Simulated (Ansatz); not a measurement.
PbSe:
```yaml
crystal:
  lattice:
    - [3.76801, 0.00000, 0.00000]
    - [0.00000, 3.76801, 0.00000]
    - [0.00000, 0.00000, 3.76801]
  atoms:
    - { symbol: Pb, position: [0.00000, 0.00000, 0.00000] }
    - { symbol: Se, position: [0.50000, 0.50000, 0.50000] }
```

Relaxed with r²SCAN. Special points in fractions of this cell's reciprocal vectors: Γ (0.000, 0.000, 0.000); X (0.000, 0.500, 0.000); M (0.500, 0.500, 0.000); R (0.500, 0.500, 0.500).

Task: List the band energies nearest the Fermi level at these points for the program Ansatz at the r²SCAN level (PAW).

Result: In eV from the Fermi level; about four levels below and three above (degenerate sets whole), none deeper than 8.9 eV; … stands for higher levels left out; points with the same levels are listed once.

| k | below | above |
|---|---|---|
| Γ | -7.14 -1.60 -1.60 -1.60 | 5.65 5.65 … |
| X | -0.32 -0.32 -0.25 | 0.45 3.65 3.65 |
| M | -7.69 -4.51 -4.51 -0.06 | 4.49 4.49 5.30 |
| R | -2.46 -2.46 -2.46 -0.44 -0.44 -0.44 | … |

Space group Pm-3m (CsCl type). The cell is a constructed one: a structure type filled with these elements; the Crystallography Open Database copy checked does not list it. It is not the phase usual at ambient conditions (space group No. 225). The cell was relaxed with r²SCAN under the symmetry of its start; whether a distortion lowers the energy is not shown. Scalar-relativistic: spin–orbit coupling is off unless named, which matters more the heavier the elements.

Potentials: the later of the program's two PAW sets.
